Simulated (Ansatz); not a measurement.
MgO (CsCl type, Pm-3m), a = 2.633 Å, b = 2.633 Å, c = 2.633 Å, α = 90.00°, β = 90.00°, γ = 90.00°.

Relaxed with PBEsol.

### Question
Which orbitals make up the states near the band edges in PBEsol in the plane-wave PAW code Ansatz?

### Answer
Top 1 eV of the valence band: O 2p 98 %. Bottom 1 eV of the conduction band: Mg 3s 51 %, O 2s 35 %, O 2p 12 %. Projections are on Löwdin-orthogonalised atomic valence shells; empty p or d shells of many metals are not among them.

### Question
Tabulate the density of states.

### Answer
States/eV per cell of 2 atoms, in 0.25 eV bins, energy from the valence-band maximum.

```tsv
E (eV)	total	O 2p	Mg 3s	O 2s
-6.70	0.00	0.00	0.00	0.00
-6.45	0.10	0.07	0.03	0.00
-6.20	0.25	0.18	0.07	0.00
-5.95	0.36	0.27	0.09	0.00
-5.70	0.47	0.35	0.10	0.01
-5.45	0.59	0.45	0.11	0.01
-5.20	0.74	0.59	0.12	0.01
-4.95	1.02	0.83	0.14	0.02
-4.70	1.31	1.10	0.15	0.03
-4.45	1.24	1.06	0.12	0.03
-4.20	1.25	1.09	0.09	0.03
-3.95	1.21	1.07	0.07	0.03
-3.70	1.13	1.03	0.04	0.02
-3.45	0.99	0.90	0.03	0.02
-3.20	0.97	0.88	0.03	0.02
-2.95	0.92	0.85	0.02	0.02
-2.70	0.85	0.79	0.02	0.01
-2.45	0.91	0.85	0.02	0.01
-2.20	0.89	0.83	0.01	0.01
-1.95	0.90	0.84	0.01	0.01
-1.70	0.98	0.93	0.01	0.01
-1.45	1.04	1.00	0.01	0.01
-1.20	1.24	1.20	0.01	0.01
-0.95	1.58	1.54	0.00	0.00
-0.70	1.65	1.62	0.00	0.00
-0.45	0.96	0.95	0.00	0.00
-0.20	0.44	0.43	0.00	0.00
0.05	0.02	0.02	0.00	0.00
0.30	0.00	0.00	0.00	0.00
0.55	0.00	0.00	0.00	0.00
0.80	0.00	0.00	0.00	0.00
1.05	0.00	0.00	0.00	0.00
1.30	0.00	0.00	0.00	0.00
1.55	0.00	0.00	0.00	0.00
1.80	0.00	0.00	0.00	0.00
2.05	0.00	0.00	0.00	0.00
2.30	0.00	0.00	0.00	0.00
2.55	0.00	0.00	0.00	0.00
2.80	0.01	0.00	0.01	0.00
3.05	0.02	0.00	0.01	0.01
3.30	0.03	0.00	0.01	0.01
3.55	0.04	0.01	0.02	0.01
3.80	0.05	0.01	0.02	0.01
4.05	0.06	0.01	0.03	0.02
4.30	0.07	0.01	0.03	0.02
4.55	0.08	0.02	0.04	0.02
4.80	0.10	0.02	0.05	0.02
5.05	0.17	0.03	0.11	0.02
5.30	0.25	0.03	0.17	0.02
5.55	0.31	0.04	0.22	0.03
5.80	0.38	0.05	0.26	0.03
6.05	0.45	0.06	0.30	0.03
6.30	0.53	0.08	0.36	0.03
6.55	0.65	0.10	0.43	0.03
6.80	0.83	0.12	0.53	0.03
7.05	1.20	0.18	0.77	0.03
7.30	1.26	0.20	0.82	0.03
```

This is a known high-pressure phase of the composition, computed here at zero pressure and temperature. Symmetry was held in the PBEsol relaxation. At this level the phase is dynamically unstable (imaginary phonons).

Potentials: the later of the program's two PAW sets.
